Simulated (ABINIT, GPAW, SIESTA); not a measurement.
**One calculation of InSb3, 3 ways**

```
Sb In
1.0
     4.80637    0.00000    0.00000
     0.00000    4.80637    0.00000
     0.00000    0.00000    4.80637
Sb In
3 1
Direct
  0.50000 0.50000 0.00000
  0.00000 0.50000 0.50000
  0.50000 0.00000 0.50000
  0.00000 0.00000 0.00000
```

The cell comes from a database or a generator and needn't be the stable form of this composition.

Alike in all runs: task single point; functional PBE; k mesh 6 × 6 × 6; occupations fermi-dirac, width 0.05 eV; no spin polarisation; no spin-orbit coupling. A missing gap at this level doesn't show that the real crystal is a metal. Pressure is positive in compression and, in plane waves, holds the error of the finite cutoff.

| program and potentials | plane-wave cutoff (eV) | notes | band gap (eV) | pressure (GPa) |
| --- | --- | --- | --- | --- |
| ABINIT, JTH PAW PBE v2.0 | 599 | - | no gap | 0.17 |
| SIESTA, files PseudoDojo sr-pbe-0.4.1-standard, DZP (energy shift 0.003 Ry; two zetas on semicore shells) | - | atomic basis | no gap | 1.73 |
| GPAW, GPAW PAW data sets (gpaw-data 1.2.1) | 600 | - | no gap | -0.11 |

None finds a gap. The pressure spans -0.11 (GPAW, GPAW PAW data sets (gpaw-data 1.2.1)) to 1.73 GPa (SIESTA, files PseudoDojo sr-pbe-0.4.1-standard, DZP (energy shift 0.003 Ry; two zetas on semicore shells)). Rows in atomic bases carry the error of their basis and grid, which can be large.

The functional is the same throughout but for its coding, so the spread measures potentials, basis and numerics; runs on potential files found faulty are left out.
